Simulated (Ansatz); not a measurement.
AlNi₃ (Cu3Au type, Pm-3m) under volume change, the program Ansatz at the PBEsol level (PAW), scaled uniformly.

| V (Å³/atom) | E − E(relaxed) (meV/atom) | P (GPa) |
|---|---|---|
| 9.914 | 66.8 | 23.79 |
| 10.241 | 28.0 | 14.51 |
| 10.568 | 6.6 | 6.66 |
| 10.895 | 0.0 | 0.01 |
| 11.222 | 5.9 | -5.62 |
| 11.549 | 22.3 | -10.38 |
| 11.875 | 47.7 | -14.40 |

### Question
What does a third-order Birch–Murnaghan fit give for V₀, B₀ and B′?

### Answer
V₀ = 10.90 Å³/atom, B₀ = 203 GPa, B′ = 4.5.

The cell was relaxed with PBEsol under the symmetry of its start. Spin order of the final state: ferromagnetic, the only order run, not a proven ground state.

Potentials: the later of the program's two PAW sets.
